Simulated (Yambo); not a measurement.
# Convergence of the G0W0 gap of BaTiO3

G0W0@LDA for BaTiO₃ (space group Amm2, No. 38) in Yambo. Reference settings: 4×4×4 Γ-centred k mesh, bands 2 to 128 and a 8 Ry block in the screening, 128 bands in G with the Bruneval-Gonze terminator, plasmon pole fitted at 27.2 eV. The LDA gap (-0.5, -0.5, -0.5) → Γ on this mesh is 2.13 eV; G0W0 gaps are taken between the same points.

```
change from the reference                      G0W0 gap (-0.5, -0.5, -0.5) → Γ (eV)  shift of the valence edge (eV)        rough Yambo cost
---------------------------------------------  ------------------------------------  ------------------------------  ----------------------
reference settings                                                             3.82                           -0.35                       1
52 bands in W, 52 bands in G                                                   3.83                           -0.14               about 1/3
exchange cut at 10 Ry                                                          4.37                            0.81                       –
exchange cut at 40 Ry                                                          3.85                           -0.31                       –
35 bands in W, 35 bands in G, 2 Ry block                                       4.87                           -0.49               about 1/9
74 bands in W, 74 bands in G, 2 Ry block                                       4.62                           -0.49               about 1/3
74 bands in W, 74 bands in G, 3 Ry block                                       4.21                           -0.29               about 1/3
74 bands in W, 74 bands in G, 5 Ry block                                       3.86                           -0.21               about 1/3
2 Ry block                                                                     4.60                           -0.52  within a factor of two
5 Ry block                                                                     3.83                           -0.28  within a factor of two
35 bands in W, 35 bands in G, no terminator                                    4.21                            0.34               about 1/7
52 bands in W, 52 bands in G, no terminator                                    4.02                            0.25               about 1/4
74 bands in W, 74 bands in G, no terminator                                    3.97                            0.08               about 1/2
101 bands in W, 101 bands in G, no terminator                                  3.93                           -0.05  within a factor of two
no terminator                                                                  3.91                           -0.14  within a factor of two
```

The reference isn't shown to be the converged limit. Costs are rough (shared machines), scaled to the same edge states, and given only for runs that recompute the screening.

Geometry of the Materials Project entry, not relaxed at this level; primitive cell a = 3.9833 Å, b = 4.0573 Å, c = 4.0573 Å, α = 89.75°, β = 90.00°, γ = 90.00°.

This is not the ordinary phase of the substance.

A shift is the quasiparticle energy of the state minus its LDA energy.
